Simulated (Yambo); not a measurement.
A G0W0@PBEsol run in Yambo for CsCaF3 (cubic perovskite, space group Pm-3m, No. 221) (4×4×4 Γ-centred k mesh, 136 bands and a 7 Ry block in the screening, 136 bands in G with the Bruneval-Gonze terminator, plasmon pole fitted at 27.2 eV) gives these matrix elements, in eV, at the band edges (R → Γ):

| state | E0 | <Vxc> | <Σx> | <Σc(E0)> | Z |
|---|---|---|---|---|---|
| valence edge | 0.000 | -22.006 | -29.865 | 5.027 | 0.803 |
| conduction edge | 6.995 | -9.000 | -4.583 | -3.216 | 0.886 |

Question: Solve the linearised quasiparticle equation for both states, give the gap, and say how exchange and correlation each act on it.

Answer: E = E0 + Z(Σx + Σc − Vxc). Valence: 0.000 + 0.803 × (-29.865 + (5.027) − (-22.006)) = -2.27 eV. Conduction: 6.995 + 0.886 × (-4.583 + (-3.216) − (-9.000)) = 8.06 eV. The gap is 10.33 eV, against 7.00 eV in PBEsol. Replacing Vxc by bare exchange alone would open it by 12.28 eV; correlation takes back 8.24 eV of that, and Z scales what is left. Nearest settings tried, and what they do to the gap: 54 bands in W, 54 bands in G: +318 meV; 6 Ry block (179 vectors against 203): +9 meV. Not varied: mesh. So the settings aren't converged at that level. The cell is held in this high symmetry; tilts and polar distortions were not searched.

Geometry of the Materials Project entry, not relaxed at this level; primitive cell a = b = c = 4.5205 Å, α = β = γ = 90.00°.

The structure is a Materials Project entry; no match was found in the copy of COD used, and its stability was not checked.
